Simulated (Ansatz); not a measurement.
# Slab of wurtzite AlN (10-10), 4 layers

The slab is cut from the wurtzite crystal, which needn't be the stable phase, as relaxed on PAW files (10.64 Å³/atom), with 16 Å of vacuum and a dipole correction:

```xyz
8
Lattice="3.1302 0.0000 0.0000 0.0000 5.0181 0.0000 0.0000 0.0000 19.6144" Properties=species:S:1:pos:R:3 pbc="T T T"
Al    0.0000    0.2973    8.0000
N     0.0000    2.2118    8.0000
Al    1.5651    2.8063    8.9036
N     1.5651    4.7208    8.9036
Al    1.5651    0.2973   10.7108
N     1.5651    2.2118   10.7108
Al    0.0000    2.8063   11.6144
N     0.0000    4.7208   11.6144
```

Computed with Ansatz 0.2.0; functional PBE, scalar-relativistic. Settings: a Γ-centred 10×6×1 k mesh, Fermi–Dirac smearing of 0.02 eV, no spin polarisation. Methods: LAPW: all electrons, basis error target 1 meV/atom; PAW: frozen-core files, cutoff 420 eV.

The bulk energy comes from a cell in the slab's orientation on a 10×6×6 mesh. The surface energy is (E(slab) − N·E(bulk))/2A at zero smearing, the mean of both faces; thin slabs carry quantum-size effects.

Problem. As cut, the LAPW slab lies 5.086 eV above 8 atoms of bulk. What surface energy is that?

Solution. Over two faces of 15.71 Å² it is 161.9 meV/Å², and times 16.02 J/m² per eV/Å² that gives γ = 2.594 J/m².

| method | γ as cut (J/m²) | γ relaxed (J/m²) |
| --- | --- | --- |
| LAPW | 2.594 | ? |

Problem. What belongs in the row "LAPW", column "γ relaxed (J/m²)"?

Solution. 1.968.

Problem. How do the spacings between the planes relax (positions relaxed on PAW files)?

Solution. From the bottom face up: d12 -30.8 % of 0.904 Å, d23 +10.2 % of 1.807 Å, d34 -30.8 % of 0.904 Å. The outer plane rumples by 0.275 Å.

Problem. Where do the band edges lie?

Solution. On the k mesh: gap 2.55 eV, valence top 5.66 eV below the vacuum level.

Problem. A core hole in the 2p shell of Al is made on one Al atom of each kind in every 1×1 cell (PAW hole dataset, neutral cell, valence without spin). What does it cost by layer?

Solution. layer 1 74.30 eV, layer 2 74.72 eV. Shifts between layers mean more than the absolute values, and a whole layer of holes screens otherwise than one hole.
